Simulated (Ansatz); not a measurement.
Method: Ansatz, DFT PBE, scalar-relativistic, plane waves, PAW. Settings: cutoff 420 eV, Γ-centred meshes spaced at most about 0.3 Å⁻¹, and about 0.25 Å⁻¹ or finer for metals (2π included), Gaussian smearing. No spin polarisation in the final relaxations.

All energies are static (0 K, no zero-point motion). All come from trial cells, and lower structures may exist.

Task: Which of these relaxed structures of BeSe₅ is the lowest in energy?
A.

Space group P6/mmm (No. 191). a = 9.264 Å, b = 9.264 Å, c = 2.676 Å, α = 90.00°, β = 90.00°, γ = 120.00°
```json
{"atom": "Be", "site": "1a", "symmetry": "6/mmm", "x": "0.0000", "y": "0.0000", "z": "0.0000"}
{"atom": "Se", "site": "2c", "symmetry": "-6m2", "x": "0.3333", "y": "0.6667", "z": "0.0000"}
{"atom": "Se", "site": "3f", "symmetry": "mmm", "x": "0.5000", "y": "0.0000", "z": "0.0000"}
```

B.

Space group P4/mmm (No. 123). a = 3.238 Å, b = 3.238 Å, c = 11.330 Å, α = 90.00°, β = 90.00°, γ = 90.00°
| atom | site | symmetry | x | y | z |
| --- | --- | --- | --- | --- | --- |
| Be | 1c | 4/mmm | 0.5000 | 0.5000 | 0.0000 |
| Se | 2h | 4mm | 0.5000 | 0.5000 | 0.3435 |
| Se | 2g | 4mm | 0.0000 | 0.0000 | 0.1101 |
| Se | 1b | 4/mmm | 0.0000 | 0.0000 | 0.5000 |

C.

Space group R-3m:H (No. 166). a = 6.929 Å, b = 6.929 Å, c = 9.171 Å, α = 90.00°, β = 90.00°, γ = 120.00°
```csv
atom,site,symmetry,x,y,z
Be,3b,-3m,0.3333,0.6667,0.1667
Se,9e,.2/m,0.1667,0.3333,0.3333
Se,6c,3m,0.3333,0.6667,0.8185
```

D.

Space group P-62m (No. 189). a = 6.430 Å, b = 6.430 Å, c = 3.418 Å, α = 90.00°, β = 90.00°, γ = 120.00°
```
atom  site  symmetry       x       y       z
  Be    1b      -62m  0.0000  0.0000  0.5000
  Se    2d      -6.. 0.3333  0.6667  0.5000
  Se    3f       m2m  0.0000  0.7374  0.0000
```

Result: C. It has space group R-3m (No. 166); the next, D, with space group P-62m (No. 189), lies 130 meV/atom higher. Counting Se atoms around Be (those within 1.25 times the shortest such distance or 1.15 times the sum of covalent radii, 1.27 where that leaves under three), the lowest and the next both have Be 6. The lowest holds Se–Se nets (shortest 2.60 Å); in the next the shortest Se–Se distance is 2.93 Å, near bonding range too. Even the lowest lies +0.18 eV/atom against the elements.

No dispersion correction is applied, so the spacing and binding between layers, chains or molecules are poorly described (P4/mmm), and this can change margins and order among such cells. A magnetic state wasn't ruled out in cells without spin, among them R-3m, P-62m. Cells relaxed within their symmetry can be saddle points. Some structure types and database cells were kept out of the candidates from the start, so a known form may be missing.
